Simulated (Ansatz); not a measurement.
This run works on a generated trial structure, not on a known crystal.

Input and command of a plane-wave DFT calculation in Ansatz:

```yaml
crystal:
  lattice:
    - [3.55530799, 2.05265802, 3.70306532]
    - [-3.55530799, 2.05265802, 3.70306532]
    - [0.0, -4.10531605, 3.70306532]
  atoms:
    - { symbol: Cd, position: [0.32547198, 0.33536278, 0.89969373] }
    - { symbol: Cd, position: [0.89969373, 0.32547198, 0.33536278] }
    - { symbol: Cd, position: [0.33536278, 0.89969373, 0.32547198] }
    - { symbol: Cd, position: [0.10030627, 0.66463722, 0.67452802] }
    - { symbol: Cd, position: [0.66463722, 0.67452802, 0.10030627] }
    - { symbol: Cd, position: [0.67452802, 0.10030627, 0.66463722] }
    - { symbol: O, position: [0.0, 0.0, 0.0] }
    - { symbol: O, position: [0.5, 0.5, 0.5] }
basis:
  ecutwfc: 420
kpoints:
  mp_grid: { grid: [3, 3, 3] }
hamiltonian:
  xc: pbe
scf:
  occupations: { method: gaussian, width: 0.2 }
  lower_state_search: "off"
output:
  forces: true
  stress: true
  eigenvalues: true
relax:
  adjacent_minimum: "off"
  f_tol: 0.08
  max_steps: 16
  cell: { stress_tol: 0.8 }
```

```bash
ansatz run input.yaml --threads 1 --pin off --max-ram 2560MiB --backend cpu --events-out ev --progress --plain --runs-dir out
```

Processor: AMD EPYC 7R43 64-Core Processor (Zen 3), 1 thread, on a host shared with other jobs.

Task: How long does it run, and how much memory does it take?

Result: About 2.7 min, peak memory 0.47 GiB. It solves 80 bands at 6 k points (after reduction by symmetry) with about 3039 plane waves (on the last cell), in 100 SCF iterations over 14 ionic steps.
